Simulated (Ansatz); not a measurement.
**Question.** Name crystals whose computed values (plane-wave PAW LDA (Ansatz code)) fall in these windows: gap (eV) 0.60 to 0.78; G_Hill (GPa) 28 to 36; electron conductivity mass (mₑ) 0.17 to 0.21.

**Answer.** 

```json
[
 {"crystal": "GeS, Pnma (Ge on 4c, S on 4c)", "gap (eV)": "0.70", "G_Hill (GPa)": "32.7", "electron conductivity mass (mₑ)": "0.19"}
]
```
Others may fit too.

Weakly bound layers, chains or molecules computed without a dispersion correction, so cells and soft constants are ill determined: GeS, Pnma (Ge on 4c, S on 4c). The cell was relaxed under the symmetry of its start. Spin–orbit coupling is left out wherever it is not named.

Potentials: the later of the program's two PAW sets.
